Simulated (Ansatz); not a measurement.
AgI:
Space group P6₃mc (No. 186); a = 4.5602 Å, b = 4.5602 Å, c = 7.4522 Å, α = 90.00°, β = 90.00°, γ = 120.00°

```
atom  site  symmetry       x       y       z
----  ----  --------  ------  ------  ------
I       2b       3m.  0.3333  0.6667  0.0025
Ag      2b       3m.  0.6667  0.3333  0.1275
```

Relaxed with PBEsol.

Question: Decompose the optical modes at the zone centre into irreducible representations, and say which are infrared and Raman allowed.

Answer: Point group 6mm: Γ_opt = A1 + 2B1 + E1 + 2E2. Infrared: A1, E1. Raman: A1, E1, E2.

Question: Assign frequencies (DFPT, DFT-PBEsol in the program Ansatz with PAW potentials; without the LO–TO term).

Answer: E2 20, B1 78, A1 107, E1 108, E2 113, B1 124 cm⁻¹.

Subscripts of B labels follow the axes of the standard setting.

Space group P6_3mc (wurtzite). The PBEsol relaxation kept the symmetry of its start; of distortions, only those at the zone centre were tested. No spin polarisation was allowed. Spin–orbit coupling is left out wherever it is not named.

Potentials: the later of the program's two PAW sets.
